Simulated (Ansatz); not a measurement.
# Relaxing TaCuN$_{2}$

Computed with DFT PBEsol, scalar-relativistic, plane waves, PAW (Ansatz 0.2.0). Run with 420 eV cutoff, 12×12×2 k-mesh, Gaussian smearing of 0.02 eV, no spin polarisation.

What was changed: biaxial strain in the a-b plane, c and atoms relaxed: +1.0 %.

Spin–orbit coupling is left out, which can shift energies with elements as heavy as these.

Command:

```bash
ansatz run input.yaml --threads 1 --pin off --max-ram 2560MiB --backend cpu --events-out ev --progress --plain --runs-dir out
```

Input:

```yaml
crystal:
  lattice:
    - [3.1527601451, 0.0, 0.0]
    - [-1.5763800725, 2.7303703777, 0.0]
    - [0.0, 0.0, 17.2384735934]
  atoms:
    - { symbol: Ta, position: [0.6666666667, 0.3333333333, 0.8333333333] }
    - { symbol: Ta, position: [0.3333333333, 0.6666666667, 0.1666666667] }
    - { symbol: Ta, position: [0.0, 0.0, 0.5] }
    - { symbol: Cu, position: [0.0, 0.0, 0.0] }
    - { symbol: Cu, position: [0.6666666667, 0.3333333333, 0.3333333333] }
    - { symbol: Cu, position: [0.3333333333, 0.6666666667, 0.6666666667] }
    - { symbol: "N", position: [0.3333333333, 0.6666666667, 0.77223475] }
    - { symbol: "N", position: [0.0, 0.0, 0.8944319167] }
    - { symbol: "N", position: [0.0, 0.0, 0.1055680833] }
    - { symbol: "N", position: [0.6666666667, 0.3333333333, 0.22776525] }
    - { symbol: "N", position: [0.6666666667, 0.3333333333, 0.4389014166] }
    - { symbol: "N", position: [0.3333333333, 0.6666666667, 0.5610985834] }
basis:
  ecutwfc: 420
kpoints:
  mp_grid: { grid: [12, 12, 2] }
hamiltonian:
  xc: pbesol
scf:
  occupations: { method: gaussian, width: 0.02 }
output:
  forces: true
  stress: true
  eigenvalues: true
relax:
  adjacent_minimum: "off"
  f_tol: 0.008
  max_steps: 40
  cell: { stress_tol: 0.015, fix: [a, b, gamma] }
```

F is the free energy. Steps run on the plane waves of an earlier cell, but the last one, and at times one on the way, on a freshly chosen basis, so a repeated geometry can differ a little in energy. The held parts of the cell keep their stress, so P needn't end at zero.

Steps:

| step | F − F(1) (eV) | largest force component (eV/Å) | V (Å³/atom) | P (GPa) |
| --- | --- | --- | --- | --- |
| 1 | 0.0000 | 0.291 | 12.366 | -2.76 |
| 2 | -0.0066 | 0.065 | 12.340 | -1.94 |
| 3 | -0.0078 | 0.003 | 12.374 | -2.56 |
| 4 | -0.0077 | 0.000 | 12.375 | -2.59 |
| 5 | -0.0080 | 0.000 | 12.375 | -2.58 |

Relaxed structure:

```yaml
crystal:
  lattice:
    - [3.15276, 0.00000, 0.00000]
    - [-1.57638, 2.73037, 0.00000]
    - [0.00000, 0.00000, 17.25094]
  atoms:
    - { symbol: Ta, position: [0.66667, 0.33333, 0.83333] }
    - { symbol: Ta, position: [0.33333, 0.66667, 0.16667] }
    - { symbol: Ta, position: [0.00000, 0.00000, 0.50000] }
    - { symbol: Cu, position: [0.00000, 0.00000, 0.00000] }
    - { symbol: Cu, position: [0.66667, 0.33333, 0.33333] }
    - { symbol: Cu, position: [0.33333, 0.66667, 0.66667] }
    - { symbol: N, position: [0.33333, 0.66667, 0.77275] }
    - { symbol: N, position: [0.00000, 0.00000, 0.89391] }
    - { symbol: N, position: [0.00000, 0.00000, 0.10609] }
    - { symbol: N, position: [0.66667, 0.33333, 0.22725] }
    - { symbol: N, position: [0.66667, 0.33333, 0.43942] }
    - { symbol: N, position: [0.33333, 0.66667, 0.56058] }
```

The structure is trigonal, space group R-3m (No. 166). Conventional cell: a = 3.153 Å, b = 3.153 Å, c = 17.251 Å, α = 90.00°, β = 90.00°, γ = 120.00°. Around Ta (site symmetry -3m) lie 6 N at 2.10 Å. Cu (site symmetry -3m) is surrounded by 2 N at 1.83 Å. N (site symmetry 3m) is surrounded by 1 Cu at 1.83 Å and 3 Ta at 2.10 Å.

The run converged. Time: 2.1 min on 1 thread of Arm Neoverse V1, on a shared host, peak memory 0.63 GiB.